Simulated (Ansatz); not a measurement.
## Profile along the Fe–Fe line in Fe (bcc, W type)

Fe (bcc, W type)

```xyz
1
Lattice="-1.3934 1.3934 1.3934 1.3934 -1.3934 1.3934 1.3934 1.3934 -1.3934" Properties=species:S:1:pos:R:3 pbc="T T T"
Fe     0.0000     0.0000     0.0000
```

Fields along a shortest Fe–Fe line of a {211} plane (2.41 Å), from Fe to Fe, interpolated on the slice's grid (step about 0.1 Å). Method: PBEsol (plane waves to 420 eV, PAW, scalar-relativistic; Ansatz, an electronic-structure program). k mesh 23×23×23. Near the nuclei the fields are pseudised (PAW); where an atom keeps semicore shells as valence, they peak there. Fe was relaxed with its symmetry unable to fall. Relaxed Fe ends ferromagnetic. The PAW data are Ansatz's earlier set. The magnetic order is the one the run started from; other orders were not tried.

| distance from Fe (Å) | valence electron density (e/Å³) | spin density, up minus down (e/Å³) | electron localisation function | ELF of the up spins | ELF of the down spins |
|---|---|---|---|---|---|
| 0.00 | 32.27 | 4.79 | x | x | x |
| 0.24 | 23.38 | 3.41 | x | x | x |
| 0.48 | 8.79 | 1.14 | x | x | x |
| 0.72 | 1.68 | 0.18 | 0.29 | 0.28 | 0.30 |
| 0.96 | 0.53 | 0.04 | 0.20 | 0.20 | 0.21 |
| 1.21 | 0.38 | 0.01 | 0.26 | 0.22 | 0.32 |
| 1.45 | 0.53 | 0.04 | 0.20 | 0.20 | 0.21 |
| 1.69 | 1.68 | 0.18 | 0.29 | 0.28 | 0.30 |
| 1.93 | 8.79 | 1.14 | x | x | x |
| 2.17 | 23.38 | 3.41 | x | x | x |
| 2.41 | 32.27 | 4.79 | x | x | x |

x: too close to a nucleus for the ELF to mean much.

Density on the Fe–Fe line (2.41 Å) at its midpoint: 0.38 e/Å³. ELF at that point: 0.26.
